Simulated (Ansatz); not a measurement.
# Ta₂O₅: ideal shear of a crystal plane

These are results of DFT PBEsol, scalar-relativistic, plane waves, PAW in Ansatz, not measurements. The runs took a 420 eV cutoff, a Γ-centred 7×7×3 mesh and Gaussian smearing (0.05 eV). Spin–orbit coupling is left out, which can shift energies with elements as heavy as these. No spin polarisation. Energies are free energies at this smearing, counted from the undisturbed cell; pressure is positive in compression.

The starting cell (relaxed at this level; it needn't be the usual structure):

```yaml
crystal:
  lattice:
    - [-2.96215, 2.53804, -0.01669]
    - [-2.96215, -2.53804, -0.01669]
    - [0.56667, 0.00000, 10.20793]
  atoms:
    - { symbol: Ta, position: [0.91491, 0.99515, 0.73007] }
    - { symbol: Ta, position: [0.41491, 0.49515, 0.23007] }
    - { symbol: Ta, position: [0.50485, 0.58509, 0.93783] }
    - { symbol: Ta, position: [0.00485, 0.08509, 0.43783] }
    - { symbol: O, position: [0.69255, 0.10158, 0.90969] }
    - { symbol: O, position: [0.19255, 0.60158, 0.40969] }
    - { symbol: O, position: [0.23689, 0.36621, 0.06211] }
    - { symbol: O, position: [0.73689, 0.86621, 0.56211] }
    - { symbol: O, position: [0.97760, 0.52240, 0.83395] }
    - { symbol: O, position: [0.47760, 0.02240, 0.33395] }
    - { symbol: O, position: [0.13379, 0.26311, 0.60579] }
    - { symbol: O, position: [0.63379, 0.76311, 0.10579] }
    - { symbol: O, position: [0.39842, 0.80745, 0.75821] }
    - { symbol: O, position: [0.89842, 0.30745, 0.25821] }
```

The cut lies on the cell's a–b face, a (0 0 1) plane (indices in the standard cell, whose axes needn't be the Cartesian ones shown) of area 15.04 Å², between layers 1.27 Å apart. Vector c is tilted by f times 1·a + 1·b (length 5.924 Å) with the atoms' Cartesian places fixed: one unrelaxed fault a cell. The traction is dγ/du, the slope of γ against the slip u in Å.

```csv
f,γ (mJ/m²),traction (GPa)
0.0000,0,0.0
0.0833,2187,102.9
0.1667,10704,223.4
0.2500,18543,22.0
0.3333,12280,-206.1
0.4167,4803,-71.8
0.5000,4202,21.8
0.5833,5067,5.4
0.6667,4504,-26.1
0.8333,2272,-17.5
```

Question: Read off the first barrier and the stress needed to climb it, and compare with Frenkel's sinusoid.

Answer: The traction changes sign between f = 0.250 and 0.333, so by linear interpolation the first maximum lies at f = 0.258, a slip of 1.53 Å, with γ ≈ 18551 mJ/m², which stands in for the unstable fault energy γ_us, and the steepest sampled slope before it is 223.4 GPa. A sinusoid γ = γ_us sin²(πu/λ) with its maximum there has λ = 3.06 Å and a largest slope πγ_us/λ = 190.6 GPa (1 mJ/m² per Å = 0.01 GPa). The stand-in is too high: the stress and forces give a traction of 83.7 GPa across the line at this point, so it is no saddle, and slip that bends off the line crosses lower.

Question: Is there a metastable fault on this line?

Answer: The samples dip to a local minimum of 4202 mJ/m² at f = 0.500. If it survives relaxation and slip across the line, it is a planar fault that lets a dislocation split into partials, more widely the lower its energy (an antiphase boundary, where the slip puts unlike atoms in each other's places). Between this point and the perfect stacking at f = 1 the samples rise only to 5067 mJ/m², so slip in the opposite sense meets a far lower barrier than the first maximum.

The cut is rigid; relaxing the faces lowers these energies and usually the stresses.

Cost: 10 runs of about 11 core-minutes in all, on Intel Xeon Platinum 8488C (Sapphire Rapids) (shared hosts).